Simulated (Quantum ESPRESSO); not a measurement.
pw.x input (Quantum ESPRESSO 7.5; PBEsol, PseudoDojo standard norm-conserving files, scalar-relativistic):

```
&CONTROL
  calculation = 'scf'
  pseudo_dir = './pseudo'
  outdir = './out'
  tprnfor = .true.
  tstress = .true.
/
&SYSTEM
  ibrav = 0
  nat = 10
  ntyp = 3
  ecutwfc = 84.0
  ecutrho = 336.0
  occupations = 'smearing'
  smearing = 'fd'
  degauss = 0.002
  nbnd = 38
/
&ELECTRONS
  conv_thr = 1e-09
/
ATOMIC_SPECIES
N 14.0070 N.upf
O 15.9990 O.upf
Cs 132.9055 Cs.upf
CELL_PARAMETERS angstrom
  5.550440000000   0.000000000000   0.000000000000
  0.000000000000   6.154940000000   0.000000000000
  0.000000000000   0.000000000000   5.079350000000
ATOMIC_POSITIONS crystal
N   0.000000000000   0.000000000000   0.005960000000
N   0.500000000000   0.500000000000   0.994040000000
O   0.500000000000   0.677490000000   0.118320000000
O   0.500000000000   0.322510000000   0.118320000000
O   0.000000000000   0.822510000000   0.881680000000
O   0.000000000000   0.177490000000   0.881680000000
O   0.500000000000   0.500000000000   0.745310000000
O   0.000000000000   0.000000000000   0.254690000000
Cs   0.500000000000   0.000000000000   0.598300000000
Cs   0.000000000000   0.500000000000   0.401700000000
K_POINTS automatic
6 4 6 0 0 0
```

End of the output:

```

[...]
     the Fermi energy is     5.6823 ev
!    total energy              =    -332.45698467 Ry
     estimated scf accuracy    <          8.8E-10 Ry
     smearing contrib. (-TS)   =      -0.00000000 Ry
     internal energy E=F+TS    =    -332.45698467 Ry
     The total energy is F=E-TS. E is the sum of the following terms:
     one-electron contribution =    -161.53777574 Ry
     hartree contribution      =     111.47679767 Ry
     xc contribution           =     -88.55485172 Ry
     ewald contribution        =    -193.84115487 Ry
     convergence has been achieved in  12 iterations
     Forces acting on atoms (cartesian axes, Ry/au):
     atom    1 type  1   force =     0.00000000    0.00000000   -0.00102414
     atom    2 type  1   force =     0.00000000    0.00000000    0.00102414
     atom    3 type  2   force =     0.00000000   -0.00624595   -0.00451909
     atom    4 type  2   force =     0.00000000    0.00624595   -0.00451909
     atom    5 type  2   force =     0.00000000    0.00624595    0.00451909
     atom    6 type  2   force =     0.00000000   -0.00624595    0.00451909
     atom    7 type  2   force =     0.00000000    0.00000000    0.00591622
     atom    8 type  2   force =     0.00000000    0.00000000   -0.00591622
     atom    9 type  3   force =     0.00000000    0.00000000    0.00108014
     atom   10 type  3   force =     0.00000000    0.00000000   -0.00108014
     Total force =     0.017668     Total SCF correction =     0.000096
     Computing stress (Cartesian axis) and pressure
          total   stress  (Ry/bohr**3)                   (kbar)     P=       -5.98
  -0.00000063   0.00000000   0.00000000           -0.09        0.00        0.00
   0.00000000  -0.00006658   0.00000000            0.00       -9.79        0.00
   0.00000000   0.00000000  -0.00005483            0.00        0.00       -8.07
```
In a gapped system the printed Fermi energy is only some level inside the gap.

Geometry of the Materials Project entry, not relaxed at this level.
